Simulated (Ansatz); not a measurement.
# Does relaxation matter for the field gradients of WS2 with vanadium replacing W?

Start: a supercell of WS2 (space group P6_3/mmc) built from a structure deposited in the COD (the entry's cell lengths or inner coordinates differ somewhat from later room-temperature determinations), with all atoms left at the host's positions.

Space group P-6m2 (No. 187); a = 6.3600, c = 12.5000 Å, γ = 120.00°.

```
site  Wyckoff  site symmetry       x       y       z
   V       1a           -6m2  0.0000  0.0000  0.0000
  W2       3j            mm2  0.0000  0.5000  0.0000
  W5       3k            mm2  0.1667  0.8333  0.5000
  W8       1f           -6m2  0.6667  0.3333  0.5000
  S9       2g            3m.  0.0000  0.0000  0.3750
 S10       6n            .m.  0.0000  0.5000  0.3750
 S13       6n            .m.  0.1667  0.8333  0.8750
 S16       2i            3m.  0.6667  0.3333  0.8750
```

One atom of each set is listed.

Level of theory: DFT, PBE, plane waves and PAW, scalar-relativistic, 420 eV cutoff, Γ-centred 4×4×2 k-points, Fermi–Dirac smearing 0.01 eV, cell charge +1 (Ansatz 0.2.0).

The largest force at the start is 0.63 eV/Å. Relaxing the ions at fixed cell moves them by 0.046 Å at most (atom 13, S) and 0.023 Å rms. End positions:

V (0.0000, 0.0000, 0.0000)
W2 (0.0008, 0.5004, 0.0000)
W5 (0.1667, 0.8333, 0.5000)
W8 (0.6667, 0.3333, 0.5000)
S9 (0.0000, 0.0000, 0.3750)
S10 (0.0001, 0.5000, 0.3749)
S13 (0.1635, 0.8365, 0.8773)
S16 (0.6667, 0.3333, 0.8749)

| site | moved (Å) | first shell before | first shell after | V_zz before (10²¹ V/m²) | η before |
| --- | --- | --- | --- | --- | --- |
| V | 0.000 | 6 S at 2.41 Å | 6 S at 2.37 Å | -2.72 | 0.00 |
| W2 | 0.005 | 6 S at 2.41 Å | 6 S at 2.40–2.42 Å | -19.82 | 0.04 |
| W5 | 0.000 | 6 S at 2.41 Å | 6 S at 2.41 Å | -16.01 | 0.00 |
| W8 | 0.000 | 6 S at 2.41 Å | 6 S at 2.41 Å | -15.79 | 0.00 |
| S9 | 0.000 | 3 W at 2.41 Å | 3 W at 2.41 Å | -4.21 | 0.00 |
| S10 | 0.002 | 3 W at 2.41 Å | 3 W at 2.41 Å | -4.10 | 0.00 |
| S13 | 0.046 | 2 W at 2.41 Å, 1 V at 2.41 Å | 1 V at 2.37 Å, 2 W at 2.40 Å | -3.98 | 0.09 |
| S16 | 0.001 | 3 W at 2.41 Å | 3 W at 2.42 Å | -4.60 | 0.00 |

**Question.** What are V_zz and η after the relaxation?

**Answer.** 

```json
{"site": "V", "V_zz after": "-3.36", "η after": "0.00", "change of V_zz": "-0.64"}
{"site": "W2", "V_zz after": "-19.51", "η after": "0.08", "change of V_zz": "+0.31"}
{"site": "W5", "V_zz after": "-15.96", "η after": "0.00", "change of V_zz": "+0.05"}
{"site": "W8", "V_zz after": "-15.80", "η after": "0.00", "change of V_zz": "-0.01"}
{"site": "S9", "V_zz after": "-4.17", "η after": "0.00", "change of V_zz": "+0.04"}
{"site": "S10", "V_zz after": "-4.11", "η after": "0.01", "change of V_zz": "-0.01"}
{"site": "S13", "V_zz after": "-4.48", "η after": "0.06", "change of V_zz": "-0.50"}
{"site": "S16", "V_zz after": "-4.70", "η after": "0.00", "change of V_zz": "-0.10"}
```

The largest change of V_zz is on V, from -2.72 to -3.36. In per cent, |V_zz| changes by +24 on V, -2 to 0 on W, -1 to +13 on S (all sites that start above 2).

The run isn't spin-polarised, and a state with spin may lie lower. The defect repeats with the cell of 24 atoms, so it feels its images: sites between two images don't show the values beside a lone defect, and zeros or small values of η there can come from the images' arrangement. S and W carry a gradient in the pure host already, so the values there aren't the defect's effect alone. A uniform background compensates the cell's charge. The defect cell has no gap above 0.1 eV on its mesh, so the values can hang on the smearing and the k-mesh. Without spin–orbit coupling the gradients at and beside W can be off by some per cent, at some sites by more.
Before: The neighbours have not yet relaxed around the defect (largest force 0.63 eV/Å), so a real crystal will differ.
After: The relaxation keeps the site symmetry -6m2 of the start, so the impurity can't leave its site; a distortion that would localise the partly filled state isn't explored.
